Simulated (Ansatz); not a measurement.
LaN:
```yaml
crystal:
  lattice:
    - [4.11502, 0.00000, 0.00000]
    - [-2.05751, 3.56372, 0.00000]
    - [0.00000, 0.00000, 5.81169]
  atoms:
    - { symbol: La, position: [0.33333, 0.66667, 0.99497] }
    - { symbol: La, position: [0.66667, 0.33333, 0.49497] }
    - { symbol: N, position: [0.33333, 0.66667, 0.41503] }
    - { symbol: N, position: [0.66667, 0.33333, 0.91503] }
```

x, y and z are the axes in which the lattice vectors are written.

Question: Give the proper piezoelectric stress tensor with relaxed ions from PBEsol (plane waves, PAW; program Ansatz).

Answer: In C/m², rows x, y, z, Voigt columns; mesh uncertainty up to 0.01.
```
 0.00   0.00   0.00   0.00  -0.18   0.00
 0.00   0.00   0.00  -0.18   0.00   0.00
-0.19  -0.19   1.93   0.00   0.00   0.00
```

The elastic tensor of the same run (GPa):

|  | 1 | 2 | 3 | 4 | 5 | 6 |
|---|---|---|---|---|---|---|
| 1 | 132 | 105 | 82.3 | 0.0 | 0.0 | 0.0 |
| 2 | 105 | 132 | 82.3 | 0.0 | 0.0 | 0.0 |
| 3 | 82.3 | 82.3 | 84.5 | 0.0 | 0.0 | 0.0 |
| 4 | 0.0 | 0.0 | 0.0 | 36.8 | 0.0 | 0.0 |
| 5 | 0.0 | 0.0 | 0.0 | 0.0 | 36.8 | 0.0 |
| 6 | 0.0 | 0.0 | 0.0 | 0.0 | 0.0 | 13.4 |

Question: Convert to strain constants d = e·S.

Answer: In pC/N:
```
  0.0    0.0    0.0    0.0   -4.8    0.0
  0.0    0.0    0.0   -4.8    0.0    0.0
-26.7  -26.7   74.7    0.0    0.0    0.0
```

Space group P6_3mc. The first step of the workflow began from a Materials Project structure, measured or hypothetical; the Crystallography Open Database copy checked does not list it. COD files the formula under space group No. 225. Its standing as an ambient phase is unchecked. Symmetry was held in the PBEsol relaxation; its stability against distortions is not shown here. Signs of piezoelectric constants follow the polarity of the cell as given. Spin–orbit coupling is left out wherever it is not named.

Potentials: the later of the program's two PAW sets.
